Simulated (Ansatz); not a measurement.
Input:

CdSe (NiAs type, space group No. 194), a = 4.063 Å, b = 4.063 Å, c = 6.697 Å, α = 90.00°, β = 90.00°, γ = 120.00°.

This is the PBE-relaxed structure.

### Question
All from DFT-PBE in the program Ansatz with PAW potentials, unless another level is named. Estimate the electronic character.

### Answer
no gap, with almost no states at the Fermi level (zero-gap or semimetallic).

### Question
And the formation energy from the elements (no fitted shifts)?

### Answer
-0.46 eV/atom.

Space group P6_3/mmc (NiAs type). The cell is a constructed one: a structure type filled with these elements; neither database checked (COD, Materials Project) lists it. It is not the phase usual at ambient conditions (space group No. 186, 216). The cell was relaxed with PBE under the symmetry of its start; whether a distortion lowers the energy is not shown. The references are the lowest solids computed at this level, not always the standard phases. Spin–orbit coupling is left out wherever it is not named.

Potentials: the later of the program's two PAW sets.
